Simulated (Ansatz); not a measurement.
BN (rock salt, Fm-3m) at seven volumes, plane-wave PAW PBEsol (Ansatz code), scaled uniformly. One row is withheld.

| V (Å³/atom) | P (GPa) |
|---|---|
| 4.805 | 45.07 |
| 4.963 | 27.81 |
| 5.122 | 12.91 |
| 5.280 | 0.03 |
| 5.438 | ? |
| 5.597 | -20.74 |
| 5.755 | -29.07 |

**Question.** Fit the shown pressures and predict the withheld one.

**Answer.** P = (3/2)B₀(x^(7/2) − x^(5/2))[1 + (3/4)(B′ − 4)(x − 1)] with x = (V₀/V)^(2/3). Least squares on the six rows gives V₀ = 5.281 Å³/atom, B₀ = 398 GPa, B′ = 3.83. At V = 5.438, x = 0.9807 and P = -11.02 GPa. The run itself gave -11.12 GPa.

The cell is a constructed one: a structure type filled with these elements; neither database checked (COD, Materials Project) lists it. It is not the phase usual at ambient conditions (space group No. 186, 194, 216). Symmetry was held in the PBEsol relaxation. At this level the phase is dynamically unstable (imaginary phonons).

Potentials: the later of the program's two PAW sets.
